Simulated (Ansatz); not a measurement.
Al$_{5}$W, in the lowest of the structures calculated here: P6₃22 (No. 182), hP12; a = 4.876 Å, b = 4.876 Å, c = 8.827 Å, α = 90.00°, β = 90.00°, γ = 120.00°; Al 2b (0.000, 0.000, 0.250); Al 2d (0.667, 0.333, 0.250); Al 6g (0.000, 0.662, 0.000); W 2c (0.333, 0.667, 0.250). The numbers are results of PBEsol (plane waves to 420 eV, PAW, scalar-relativistic; Ansatz, an electronic-structure program), not measurements. Element references, the lowest calculated here: W (Im-3m), Al (Fm-3m).

Task: Estimate the formation energy of this P6₃22 form of Al5W from the elements that PBEsol returns for this input.

Result: -0.16 eV/atom.

Task: Is it stable against the other phases calculated?

Result: Yes: the most favourable decomposition, Al5W → Al + Al4W (Al Fm-3m, Al4W Cm), costs 0.04 eV/atom.

Hull of the energies calculated here, no anion corrections, zero temperature, no zero-point energy; an uncalculated phase could lie lower. Values are rounded to 0.01 eV/atom. Spin-orbit coupling is missing from these energies, which matters for elements this heavy. The compounds carry no spin polarisation.
